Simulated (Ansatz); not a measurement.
Input:

TiSi in space group Cmmm (No. 65; Ti on 2b, Si on 2d), a = 3.576 Å, b = 4.092 Å, c = 3.762 Å, α = β = γ = 90.00°; the cell used has 2 atoms.

This is the LDA-relaxed structure.

### Question
All from LDA (plane waves, PAW; program Ansatz), unless another level is named. Estimate the electronic character.

### Answer
metallic (no gap).

### Question
What about the formation energy from the elements (no fitted shifts)?

### Answer
-0.62 eV/atom.

### Question
Predict the density of states at the Fermi level.

### Answer
0.48 states/eV per atom (mean over ±0.08 eV).

The workflow started from a Materials Project entry (that database holds measured and hypothetical structures alike); the Crystallography Open Database copy checked does not list it. COD files the formula under space group No. 25, so this cell is another polymorph or a model. Its standing as an ambient phase is unchecked. The cell was relaxed with LDA under the symmetry of its start; of distortions, only those at the zone centre were tested. The run is not spin-polarised. The references are the lowest solids computed at this level, not always the standard phases.

Potentials: the later of the program's two PAW sets.
